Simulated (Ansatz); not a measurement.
**Question.** Bulk modulus by a P(V) fit from PBE minus that from HSE06 (% of the latter), each on its own relaxed cell (Ansatz, an electronic-structure program, plane waves, PAW; no spin–orbit coupling, no Hubbard U), over 36 phases of the class «sulfides, selenides and tellurides»: what sign and size do you expect?

**Answer.** Mean -8 %, median -8 %, mean absolute 8 %; eight in ten lie between -11 and -5 %, and 0 % are above zero.

Some cases that may be named, with their rank among the 36 from the lowest: HgSe, zinc blende -16 % (rank 1); HgS, zinc blende -15 % (rank 2); PbS, rock salt -8 % (rank 18); MgS, rock salt -8 % (rank 19); BaTe, rock salt -5 % (rank 35); CaS, rock salt -5 % (rank 36).

The phases are those computed here (of each formula those with measured values and the lowest at some level), not a balanced benchmark, and neither functional is the truth. Pairs that end in unlike spin orders or unlike minima (c/a over 6 % apart, 30 % for weakly bound crystals), magnets with 4f shells, solids of gases and phases set aside for tests are left out.

All cells were relaxed under the symmetry of their starts (and spin orders); stability against distortions was not tested throughout. Scalar-relativistic: spin–orbit coupling is off unless named, which matters more the heavier the elements.

Potentials: the later of the program's two PAW sets.

Ansatz is a plane-wave DFT program.
